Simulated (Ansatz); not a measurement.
# KAs4H3O12 — ⁴¹K nuclear quadrupole resonance

Cell: a computed structure from the Materials Project (it need not be an observed phase).

```yaml
crystal:
  lattice:
    - [5.24872, 0.00000, 0.00000]
    - [0.69217, 7.15144, 0.00000]
    - [1.45767, 3.37341, 6.87540]
  atoms:
    - { symbol: K, position: [0.00232, 0.99508, 0.00079] }
    - { symbol: H, position: [0.50780, 0.65987, 0.28360] }
    - { symbol: H, position: [0.49201, 0.33895, 0.71920] }
    - { symbol: H, position: [0.97076, 0.49445, 0.98199] }
    - { symbol: As, position: [0.40358, 0.87977, 0.42929] }
    - { symbol: As, position: [0.59462, 0.12450, 0.56897] }
    - { symbol: As, position: [0.83937, 0.68553, 0.68021] }
    - { symbol: As, position: [0.15400, 0.32475, 0.31055] }
    - { symbol: O, position: [0.11377, 0.71000, 0.50652] }
    - { symbol: O, position: [0.88936, 0.28362, 0.49946] }
    - { symbol: O, position: [0.58008, 0.63019, 0.60244] }
    - { symbol: O, position: [0.41827, 0.36889, 0.39542] }
    - { symbol: O, position: [0.51189, 0.81398, 0.23073] }
    - { symbol: O, position: [0.48575, 0.18532, 0.77056] }
    - { symbol: O, position: [0.87759, 0.46240, 0.88730] }
    - { symbol: O, position: [0.09827, 0.53483, 0.10808] }
    - { symbol: O, position: [0.30877, 0.96156, 0.62595] }
    - { symbol: O, position: [0.69668, 0.03359, 0.37754] }
    - { symbol: O, position: [0.77124, 0.88780, 0.74587] }
    - { symbol: O, position: [0.22887, 0.11093, 0.25755] }
```

Atom numbers follow the list; atoms alike are taken as one site, whose name carries the number of the first.

Method: Kohn–Sham DFT in Ansatz, r2SCAN, plane waves and PAW, scalar-relativistic, 500 eV cutoff, Γ-centred 5×4×4 k-points, Fermi–Dirac smearing 0.02 eV.

⁴¹K: I = 3/2, Q = 73.40 mb (year-2017 value). Static lattice, zero field.

Problem. Predict the zero-field ⁴¹K lines of each site.

Solution. For I = 3/2 there is one line, ν = (|C_Q|/2)(1 + η²/3)^½.

```tsv
site	atoms	V_zz (10²¹ V/m²)	C_Q (MHz)	η	line frequencies (MHz)
K	1	-1.18	-2.09	0.99	1.20
```

Problem. And for K-39 (I = 3/2, Q = 60.30 mb) on K?

Solution. C_Q scales with Q to -1.72 MHz, with lines at 0.990 MHz.

At this cell the r2SCAN pressure is -7 GPa, so with r2SCAN the cell would shrink if it were relaxed. The entry's cell may itself be off. The largest force is 1.1 eV/Å, so the atoms aren't at the calculated equilibrium and relaxing them would move these values.
